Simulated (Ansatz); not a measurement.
# Band table of Zr (diamond type)

```
Zr
1.0
     0.00000    2.52278    2.52278
     2.52278    0.00000    2.52278
     2.52278    2.52278    0.00000
Zr
2
Direct
  0.87500 0.87500 0.87500
  0.12500 0.12500 0.12500
```

The cell comes from a relaxation on PAW files under the same functional, begun from a prototype that needn't be the stable phase.

Computed with Ansatz 0.2.0; functional LDA, scalar-relativistic. Settings: a Γ-centred 12×12×12 k mesh, Fermi–Dirac smearing of 0.08 eV, no spin polarisation. Methods: LAPW: all electrons, basis error target 1 meV/atom.

This run: volume at 0.58 of the series' base cell.

The structure type is held throughout; the real material can change phase at far lower pressure.

Path points, in fractions of the reciprocal vectors: Γ (0.000, 0.000, 0.000), X (0.500, 0.000, 0.500), U (0.625, 0.250, 0.625), K (0.375, 0.375, 0.750), L (0.500, 0.500, 0.500), W (0.500, 0.250, 0.750). The distance column jumps between branches of the path. Levels in eV from the Fermi level; bands 24 to 34, counted from the lowest band of the run. The gap is zero, the pressure 82.2 GPa.

```
# k(1/Å) point b24 b25 b26 b27 b28 b29 b30 b31 b32 b33 b34
0.000 Γ -25.33 -25.33 -25.33 -5.34 -3.29 -3.29 -0.05 -0.05 -0.05 4.49 4.49
0.156 - -25.36 -25.25 -25.25 -5.19 -3.52 -3.21 -0.02 -0.02 0.22 4.08 4.38
0.311 - -25.46 -25.04 -25.04 -4.76 -4.04 -2.98 0.02 0.02 0.88 3.08 4.15
0.467 - -25.62 -24.75 -24.75 -4.59 -4.12 -2.61 -0.02 -0.02 1.71 1.93 4.04
0.623 - -25.83 -24.43 -24.43 -5.05 -3.46 -2.08 -0.24 -0.24 0.99 2.63 4.27
0.778 - -26.07 -24.13 -24.13 -5.34 -3.21 -1.40 -0.60 -0.60 0.79 3.55 4.90
0.934 - -26.34 -23.89 -23.89 -5.40 -3.61 -0.96 -0.96 -0.59 1.57 3.90 4.36
1.090 - -26.62 -23.73 -23.73 -5.24 -4.26 -1.22 -1.22 0.36 2.62 2.87 4.71
1.245 X -26.94 -23.67 -23.67 -4.84 -4.84 -1.32 -1.32 1.43 1.43 4.14 4.14
1.300 - -26.92 -23.67 -23.67 -4.86 -4.83 -1.35 -1.27 1.43 1.45 4.12 4.13
1.355 - -26.88 -23.69 -23.67 -4.93 -4.80 -1.44 -1.12 1.44 1.50 4.05 4.11
1.410 - -26.81 -23.71 -23.66 -5.03 -4.74 -1.58 -0.88 1.45 1.57 3.95 4.07
1.465 - -26.73 -23.74 -23.66 -5.13 -4.67 -1.75 -0.58 1.47 1.66 3.79 4.01
1.520 - -26.62 -23.78 -23.65 -5.24 -4.57 -1.96 -0.23 1.49 1.76 3.58 3.93
1.575 - -26.50 -23.82 -23.65 -5.33 -4.46 -2.17 0.15 1.52 1.87 3.33 3.82
1.631 - -26.38 -23.87 -23.65 -5.40 -4.33 -2.40 0.54 1.55 1.97 3.04 3.70
1.686 U -26.25 -23.93 -23.66 -5.43 -4.19 -2.62 0.93 1.60 2.07 2.71 3.56
2.448 K -26.25 -23.93 -23.66 -5.43 -4.19 -2.62 0.93 1.60 2.07 2.71 3.56
2.613 - -25.87 -24.14 -23.71 -5.34 -3.73 -3.26 1.65 1.70 1.80 2.34 3.40
2.778 - -25.57 -24.37 -23.83 -4.93 -3.75 -3.31 0.85 1.06 2.11 2.51 3.73
2.943 - -25.37 -24.61 -24.05 -4.31 -4.07 -3.09 0.14 0.39 2.50 2.52 3.13
3.109 - -25.27 -24.85 -24.35 -4.17 -3.91 -3.12 -0.37 0.29 2.23 2.56 3.00
3.274 - -25.25 -25.04 -24.68 -4.15 -4.07 -3.23 -0.20 0.23 1.67 2.44 3.52
3.439 - -25.28 -25.20 -25.01 -4.72 -3.79 -3.29 0.00 0.10 0.93 3.08 3.97
3.604 - -25.31 -25.29 -25.24 -5.17 -3.46 -3.29 -0.02 -0.01 0.25 4.03 4.35
3.769 Γ -25.33 -25.33 -25.33 -5.34 -3.29 -3.29 -0.05 -0.05 -0.05 4.49 4.49
3.904 - -25.30 -25.29 -25.29 -5.22 -3.35 -3.35 -0.08 0.09 0.09 4.17 4.40
4.039 - -25.24 -25.20 -25.20 -4.91 -3.48 -3.48 -0.15 0.43 0.43 3.33 4.19
4.173 - -25.12 -25.06 -25.06 -4.47 -3.59 -3.59 -0.15 0.71 0.71 2.25 4.03
4.308 - -24.97 -24.91 -24.91 -4.03 -3.60 -3.60 0.03 0.66 0.66 1.19 4.20
4.443 - -24.81 -24.77 -24.77 -3.72 -3.50 -3.50 -0.09 0.21 0.21 0.92 4.74
4.578 - -24.66 -24.65 -24.65 -3.58 -3.26 -3.26 -0.75 -0.43 -0.43 1.79 5.47
4.713 - -24.57 -24.57 -24.55 -3.54 -2.96 -2.96 -1.21 -1.03 -1.03 2.86 6.15
4.847 L -24.55 -24.55 -24.51 -3.54 -2.78 -2.78 -1.37 -1.31 -1.31 3.44 6.47
4.957 - -24.77 -24.52 -24.31 -3.71 -2.97 -2.81 -1.26 -1.11 -1.00 3.48 6.26
5.068 - -25.03 -24.46 -24.12 -4.11 -3.35 -2.77 -1.06 -0.57 -0.31 3.59 5.61
5.178 - -25.30 -24.35 -23.97 -4.53 -3.76 -2.65 -0.76 0.07 0.50 3.78 4.70
5.288 - -25.59 -24.22 -23.85 -4.87 -4.13 -2.44 -0.38 0.74 1.28 3.74 4.01
5.398 - -25.88 -24.09 -23.76 -5.10 -4.47 -2.16 -0.02 1.29 1.93 3.03 3.97
5.508 - -26.18 -23.95 -23.72 -5.22 -4.75 -1.80 0.11 1.48 2.35 2.95 3.62
5.618 - -26.48 -23.84 -23.72 -5.23 -4.98 -1.34 -0.24 1.72 2.42 3.21 3.37
5.728 W -26.78 -23.76 -23.76 -5.15 -5.15 -0.80 -0.80 2.11 2.11 3.32 3.32
5.806 - -26.79 -23.76 -23.76 -5.14 -5.14 -0.82 -0.82 2.07 2.07 3.37 3.37
5.884 - -26.80 -23.75 -23.75 -5.11 -5.11 -0.87 -0.87 1.97 1.97 3.47 3.47
5.961 - -26.83 -23.73 -23.73 -5.06 -5.06 -0.96 -0.96 1.85 1.85 3.62 3.62
6.039 - -26.86 -23.71 -23.71 -5.00 -5.00 -1.05 -1.05 1.72 1.72 3.77 3.77
6.117 - -26.89 -23.70 -23.70 -4.94 -4.94 -1.15 -1.15 1.60 1.60 3.91 3.91
6.195 - -26.91 -23.68 -23.68 -4.89 -4.89 -1.24 -1.24 1.51 1.51 4.03 4.03
6.273 - -26.93 -23.67 -23.67 -4.85 -4.85 -1.30 -1.30 1.45 1.45 4.11 4.11
6.351 X -26.94 -23.67 -23.67 -4.84 -4.84 -1.32 -1.32 1.43 1.43 4.14 4.14
```
